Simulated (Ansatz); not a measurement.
The end of the path is a generated cell of H2: the first start was made by placing the elements on the sites of a structure type, and the end was not matched to a known phase here, so it may be hypothetical.

A geometry of H₂ away from equilibrium: the start of the relaxation of a generated trial cell of H2 in the AFLOW prototype A_cP8_205_c. The numbers are results of PBEsol (plane waves to 420 eV, PAW, scalar-relativistic; Ansatz, a first-principles code), not measurements. Γ-centred k-mesh 8×8×8 on the run's cell, Fermi–Dirac smearing 0.05 eV.

```xyz
8
Lattice="4.0193 0.0000 0.0000 0.0000 4.0193 0.0000 0.0000 0.0000 4.0193" Properties=species:S:1:pos:R:3:forces:R:3 pbc="T T T" free_energy=-124.855 pressure_GPa=-0.2
H      0.2238     0.2238     0.2238   -0.2650   -0.2650   -0.2650
H      2.2335     1.7858     3.7955   -0.2650    0.2650    0.2650
H      3.7955     2.2335     1.7858    0.2650   -0.2650    0.2650
H      1.7858     3.7955     2.2335    0.2650    0.2650   -0.2650
H      3.7955     3.7955     3.7955    0.2650    0.2650    0.2650
H      1.7858     2.2335     0.2238    0.2650   -0.2650   -0.2650
H      0.2238     1.7858     2.2335   -0.2650    0.2650   -0.2650
H      2.2335     0.2238     1.7858   -0.2650   -0.2650    0.2650
```

Positions in Å, forces in eV/Å, free energy of the cell in eV (comparable only within this code, potentials and settings). Largest force: 0.46 eV/Å, on H1, H2, H3, H4, H5, H6, H7, H8 (atoms numbered as listed); the geometry lies 0.01 eV/atom above the end of its relaxation.

No spin polarisation in the result.

The run could not lose the symmetry of its start, so the end can be a saddle point.
